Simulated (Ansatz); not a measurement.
A relaxed cell of Ge (Fd-3m (No. 227)), relaxed on a k-mesh at least as fine as the one used below. Level of theory: r2SCAN (plane waves to 500 eV, PAW, scalar-relativistic; Ansatz, a first-principles code). Γ-centred k-mesh 7×7×7 on the run's cell (coarser than for final values), Fermi–Dirac smearing 0.05 eV.

```
CELL_PARAMETERS angstrom
      0.00000     2.83635     2.83635
      2.83635     0.00000     2.83635
      2.83635     2.83635     0.00000
ATOMIC_POSITIONS crystal
  Ge 0.50000 0.50000 0.50000
  Ge 0.75000 0.75000 0.75000
```

The atoms are displaced by (Å):

```json
[
 {"atom": "Ge1", "ux": "-0.045", "uy": "0.023", "uz": "0.065"},
 {"atom": "Ge2", "ux": "-0.006", "uy": "0.013", "uz": "0.017"}
]
```

Question: What forces (eV/Å) and pressure result?

Answer: 
```tsv
atom	Fx	Fy	Fz
Ge1	0.43	-0.05	-0.53
Ge2	-0.43	0.05	0.53
```

Pressure +0.1 GPa.

Question: Estimate the energy cost of the displacement in the harmonic approximation and compare with the calculation.

Answer: For a harmonic well ΔE = −½ Σ F·u = 0.021 eV a cell, or 11 meV/atom. The calculated energy relative to the undisplaced cell is +0.01 eV/atom, so the harmonic estimate holds well.

No spin polarisation in the result.

The run that gave the undisplaced cell could not lose the symmetry of its start; a randomly shaken copy of 2 atoms returns to this structure.
